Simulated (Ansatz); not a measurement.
The start is a generated cell, Co placed in the AFLOW prototype A_oC8_64_f (A11, as in Ga). The structure is fully relaxed (lattice and positions, P = 0) with PBEsol (plane waves to 420 eV, PAW, scalar-relativistic; Ansatz, a first-principles code). The first steps use a coarse 10×10×9 k-mesh.

Input geometry:
```
Co
1.0
    1.87157    -3.17004     0.00000
    1.87157     3.17004     0.00000
    0.00000     0.00000     3.74397
Co
4
Direct
  0.34510   0.65490   0.58100
  0.65490   0.34510   0.41900
  0.84510   0.15490   0.91900
  0.15490   0.84510   0.08100
```
Spin-polarised start, with parallel moments on Co.

What pressure does the first self-consistent step give?

+26.3 GPa (positive: the cell is compressed).

What is the largest force in the starting geometry, and on which atom (counted from 1)?

0.32 eV/Å, on Co1, Co2, Co3, Co4 (atoms numbered as listed).

What symmetry does the relaxed structure have?

The space group goes from Cmce (No. 64) to I4/mmm (No. 139), with 2 atoms in the primitive magnetic cell.

How much energy is released per atom?

0.40 eV/atom.

How does the volume per atom move from start to end?

+1.9 %, from 11.11 to 11.32 Å³/atom.

Is the relaxed structure metallic? Give its gap.

Zero (metallic).

What magnetic moments remain?

Net 1.49 μB/atom, ferromagnetic.

What does it relax into? Give the structure.


Space group I4/mmm (No. 139); a = 2.407 Å, b = 2.407 Å, c = 7.814 Å, α = 90.00°, β = 90.00°, γ = 90.00°

```tsv
atom	site	symmetry	x	y	z
Co	4e	4mm	0.0000	0.0000	0.1415
```
(The calculation used a cell of 2 atoms; values per cell refer to that cell.)

Final values are on a 22×22×22 k-mesh of the relaxed cell. Spin state reached: ferromagnetic (net 1.49 μB/atom), from parallel starting moments; other spin orders were not run from this start.

The run could not lose the symmetry of its start: the end is stationary, and may be a saddle point rather than a minimum.

The relaxed structure here is a generated cell of Co: the first start was made by placing the elements on the sites of a structure type, and the end was not matched to a known phase here, so it may be hypothetical. Known forms of Co include space group No. 194.
